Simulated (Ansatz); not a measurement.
## LiTi2O4, a database entry at a rescaled volume

```
Li Ti O
1.0
     0.00000    4.21804    4.21804
     4.21804    0.00000    4.21804
     4.21804    4.21804    0.00000
Li Ti O
2 4 8
Direct
  0.00000 0.00000 0.00000
  0.25000 0.25000 0.25000
  0.62500 0.62500 0.62500
  0.12500 0.62500 0.62500
  0.62500 0.62500 0.12500
  0.62500 0.12500 0.62500
  0.39000 0.39000 0.39000
  0.42000 0.86000 0.86000
  0.39000 0.39000 0.83000
  0.86000 0.42000 0.86000
  0.83000 0.39000 0.39000
  0.86000 0.86000 0.86000
  0.39000 0.83000 0.39000
  0.86000 0.86000 0.42000
```

Single point in Ansatz 0.2.0 with r2SCAN, no spin polarisation. Cutoff 500 eV, PAW datasets, 7×7×7 Γ-centred k mesh, gaussian filling (width 0.0477 eV).

**Question.** What does the stress say?

**Answer.** The pressure is 0.4 GPa (compression positive), so with the atoms held at these fractions the cell is close to zero pressure.

**Question.** Describe some of the short contacts.

**Answer.** Ti–O at 1.99 Å: least valence density 0.65 e/Å³ and ELF 0.19 there. Li–O at 2.05 Å: least valence density 0.14 e/Å³ and ELF 0.03 there. These are pseudo-fields; inside the PAW spheres they differ from the all-electron ones.

**Question.** Which atom feels the largest force, and which way?

**Answer.** The largest is on O7 (and as large on other atoms): 0.65 eV/Å, components (-0.38, -0.38, -0.38). It makes 120° with the line to a nearest neighbour, Ti4 at 1.99 Å.

**Question.** What happens at the Fermi level?

**Answer.** It is a metal, with about 5.4 states/eV a cell as the mean within 0.25 eV of the Fermi level, mostly Ti d (88 %).

Origin: a database entry at a rescaled volume. Caveats: many states at the Fermi level without spin polarisation, so a magnetic state may lie lower; the Fermi level lies in a narrow band between gaps, which spin or distortion may split; correlation that this level lacks may open a gap in such a compound.
